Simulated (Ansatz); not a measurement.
HfSi:
```
CELL_PARAMETERS angstrom
      3.25072     0.00000     0.00000
      0.00000     3.25072     0.00000
      0.00000     0.00000     3.25072
ATOMIC_POSITIONS crystal
  Hf 0.00000 0.00000 0.00000
  Si 0.50000 0.50000 0.50000
```

Relaxed with PBEsol. Special points in fractions of this cell's reciprocal vectors: Γ (0.000, 0.000, 0.000); X (0.000, 0.500, 0.000); M (0.500, 0.500, 0.000); R (0.500, 0.500, 0.500).

List the band energies nearest the Fermi level at these points for DFT-PBEsol in the program Ansatz with PAW potentials.

In eV from the Fermi level; about four levels below and three above (degenerate sets whole), none deeper than 8.9 eV; points with the same levels are listed once.

```
k                    below           above
-  -----------------------  --------------
Γ              -1.94 -1.94  2.04 2.04 2.04
X  -6.66 -0.60 -0.50 -0.50  4.42 5.25 5.73
M  -7.87 -3.00 -3.00 -2.23  1.39 1.39 4.13
R  -4.70 -4.70 -4.70 -4.30  3.45 3.45 3.45
```

Space group Pm-3m (CsCl type). The cell is a constructed one: a structure type filled with these elements; neither database checked (COD, Materials Project) lists it. COD files the formula under space group No. 62. Whether it is the stable phase at ambient conditions was not checked. The cell was relaxed with PBEsol under the symmetry of its start. At this level the phase is mechanically unstable. No spin polarisation was allowed. Scalar-relativistic: spin–orbit coupling is off unless named, which matters more the heavier the elements.

Potentials: the earlier of the program's two PAW sets. The files were generated under PBE; for other functionals the program regenerates the frozen cores, and for LDA and PBEsol the local potential too.
